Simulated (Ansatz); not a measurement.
## Two inputs for SiC with nitrogen replacing C

Cell: a supercell of SiC (wurtzite type, P6_3mc) built from a structure deposited in the COD, with all atoms left at the host's positions.

```
Si N C
1.0
     6.15200    0.00000    0.00000
    -4.61400    7.99168    0.00000
     0.00000    0.00000   10.09600
Si N C
24 1 23
Cartesian
  0.0000 1.7759 0.0000
  0.0000 1.7759 5.0480
  -1.5380 4.4398 0.0000
  -1.5380 4.4398 5.0480
  -3.0760 7.1037 0.0000
  -3.0760 7.1037 5.0480
  3.0760 1.7759 0.0000
  3.0760 1.7759 5.0480
  1.5380 4.4398 0.0000
  1.5380 4.4398 5.0480
  0.0000 7.1037 0.0000
  0.0000 7.1037 5.0480
  1.5380 0.8880 2.5240
  1.5380 0.8880 7.5720
  0.0000 3.5519 2.5240
  0.0000 3.5519 7.5720
  -1.5380 6.2158 2.5240
  -1.5380 6.2158 7.5720
  4.6140 0.8880 2.5240
  4.6140 0.8880 7.5720
  3.0760 3.5519 2.5240
  3.0760 3.5519 7.5720
  1.5380 6.2158 2.5240
  1.5380 6.2158 7.5720
  0.0000 1.7759 1.9435
  0.0000 1.7759 6.9915
  -1.5380 4.4398 1.9435
  -1.5380 4.4398 6.9915
  -3.0760 7.1037 1.9435
  -3.0760 7.1037 6.9915
  3.0760 1.7759 1.9435
  3.0760 1.7759 6.9915
  1.5380 4.4398 1.9435
  1.5380 4.4398 6.9915
  0.0000 7.1037 1.9435
  0.0000 7.1037 6.9915
  1.5380 0.8880 4.4675
  1.5380 0.8880 9.5155
  0.0000 3.5519 4.4675
  0.0000 3.5519 9.5155
  -1.5380 6.2158 4.4675
  -1.5380 6.2158 9.5155
  4.6140 0.8880 4.4675
  4.6140 0.8880 9.5155
  3.0760 3.5519 4.4675
  3.0760 3.5519 9.5155
  1.5380 6.2158 4.4675
  1.5380 6.2158 9.5155
```

Sites (sets of like atoms) are named by element and the number of their first atom in this list.

Reference run. Computed with Ansatz: DFT, PBE, plane waves and PAW, scalar-relativistic, collinear spin, 420 eV cutoff, Γ-centred 4×3×2 k-points, Fermi–Dirac smearing 0.01 eV. Start moments as typed (μB): 1 on each N, none on the rest.

**Question.** The input is changed as follows: `scf.lower_state_search`: not typed → light; `scf.n_extra_bands`: not typed → 2. What happens to V_zz (10²¹ V/m²) and η?

**Answer.** 

```
site  atom  V_zz reference  η reference  V_zz changed  η changed
 Si2     2            1.51         0.01          1.51       0.01
 Si4     4            1.64         0.17          1.64       0.17
 Si6     6            1.65         0.16          1.65       0.16
 Si8     8            1.61         0.12          1.61       0.12
 Si9     9            1.81         0.14          1.81       0.14
Si10    10            1.64         0.15          1.64       0.15
Si12    12            1.66         0.17          1.66       0.17
Si14    14            2.11         0.03          2.11       0.03
Si15    15            4.04         0.53          4.04       0.53
Si19    19            3.71         0.57          3.71       0.57
   N    25            0.12         0.38          0.12       0.38
 C35    35           -0.29         0.91         -0.29       0.91
```

All printed values agree. The table leaves out 36 of the 48 sites, with |V_zz| up to 6.13; their tensors move by 0.01 at most along any direction. SCF iterations: 15 and 15. New warnings: moment headroom below auto.

On the reference run: Forces reach 0.8 eV/Å even beyond 5.5 Å from the defect, so the host's positions may themselves be off equilibrium. The defect repeats with the cell of 48 atoms, so it feels its images: sites between two images don't show the values beside a lone defect, and zeros or small values of η there can come from the images' arrangement. C and Si carry a gradient in the pure host already, so the values there aren't the defect's effect alone. The defect cell has no gap above 0.1 eV on its mesh, so the values can hang on the smearing and the k-mesh. The start moments die out, and the run ends without spin. The neighbours have not yet relaxed around the defect (largest force 1.5 eV/Å), so a real crystal will differ.
